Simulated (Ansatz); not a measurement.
Bi$_{2}$W in space group C2/m (No. 12; W on 4i, Bi on 4i, Bi on 4i), r²SCAN in the plane-wave PAW code Ansatz, all energies at zero smearing, with the estimated change up to a 700 eV cutoff added, with one set of potentials and settings (totals compare only within such a set). Cell of 6 atoms (2 W, 4 Bi): -70445.708 eV.

```
element             reference phase  E (eV/atom)
-------  --------------------------  -----------
W        Im-3m, 1 atoms in the cell  -10398.2538
Bi        R-3m, 2 atoms in the cell  -12413.3336
```

Formation energy per atom, worked out: (-70445.708 − 2×(-10398.2538) − 4×(-12413.3336))/6 = 0.689 eV/atom (66 kJ per mol of atoms), at 0 K, without zero-point energy or fitted corrections.

The start of the workflow was typed in or built on a structure type; neither database checked (COD, Materials Project) lists it. Its standing as an ambient phase is unchecked. The r²SCAN relaxation kept the symmetry of its start; whether a distortion lowers the energy is not shown. The run is not spin-polarised. The volume moved by -18 % from the start of the relaxation. Its formation energy is positive at this level, so the cell may be metastable or incomplete. The references are the lowest solids computed at this level, not always the standard phases. Spin–orbit coupling is left out wherever it is not named.

Potentials: the earlier of the program's two PAW sets. The files were generated under PBE; for other functionals the program regenerates the frozen cores, and for LDA and PBEsol the local potential too.
